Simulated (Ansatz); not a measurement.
An ordered 6-atom cell of Si2Ge on the diamond lattice (P-3m1), relaxed with r2SCAN, was run in the plane-wave code Ansatz under altered settings. All numbers are computed, without spin polarisation but where a row says otherwise.

```
CELL_PARAMETERS angstrom
3.89949 0.00000 0.00000
-1.94975 3.37706 0.00000
0.00000 0.00000 9.55390
ATOMIC_POSITIONS crystal
Si 0.33333 0.66667 0.70348
Si 0.00000 0.00000 0.37638
Ge 0.66667 0.33333 0.04543
Si 0.00000 0.00000 0.62362
Si 0.66667 0.33333 0.29652
Ge 0.33333 0.66667 0.95457
```

The base run's other keys:
```yaml
kpoints:
  mp_grid: { grid: [6, 6, 2] }
hamiltonian:
  xc: hse06
scf:
  occupations: { method: fixed }
  n_extra_bands: 5
```

It takes 17 iterations with 2515 plane waves at 420 eV and 14 k points, and leaves a mean stress of +0.05 GPa. The gap over this mesh is 1.060 eV. It ran on 4 threads of Arm Neoverse N1, with other jobs on the host.

Outcomes, with energy and stress as changes against the base:
```csv
setting,outcome,ΔF (meV/atom),Δ mean stress (GPa),gap on the mesh (eV),iterations,wall time
"PBE hybrid, exx coeff 0.3, omega 0.5 1/Å",converged,–,+0.6,0.778,19,52 s
scf.exx.ecutfock_ratio: 2,converged,0.0,0.0,1.060,17,50 s
"PBE hybrid, exx coeff -0.2, omega 0.3 1/Å",refused,–,–,–,–,0.04 s
scf.occupations: gaussian 0.05,converged,0.0,0.0,1.060,18,49 s
```
A dash marks a value that wasn't obtained or can't be compared. Stress is positive in compression. The base took 49 s. The base's mesh is coarse for a hybrid, so its own values aren't converged.

- PBE hybrid, exx coeff 0.3, omega 0.5 1/Å. That is 30 % exact exchange, screened with ω = 0.5 1/Å, against HSE06's 25 % screened at 0.208 1/Å. The mean stress moves by +0.6 GPa and the gap on the mesh by -0.282 eV (to 0.778). Totals of different functionals aren't comparable.
- PBE hybrid, exx coeff -0.2, omega 0.3 1/Å. It is rejected at once. Error: invalid value for `hamiltonian.xc.exx.coeff`: must be finite and in (0, 1]; got -0.2

Within 1 meV an atom, 0.1 GPa and 0.005 eV of the base stay: scf.exx.ecutfock_ratio: 2; scf.occupations: gaussian 0.05.

The runs are scalar-relativistic, without spin-orbit coupling.

The stress of a hybrid is loosely converged in these runs.

The meshes of the hybrids are coarse, so their gaps aren't converged to the digits shown.
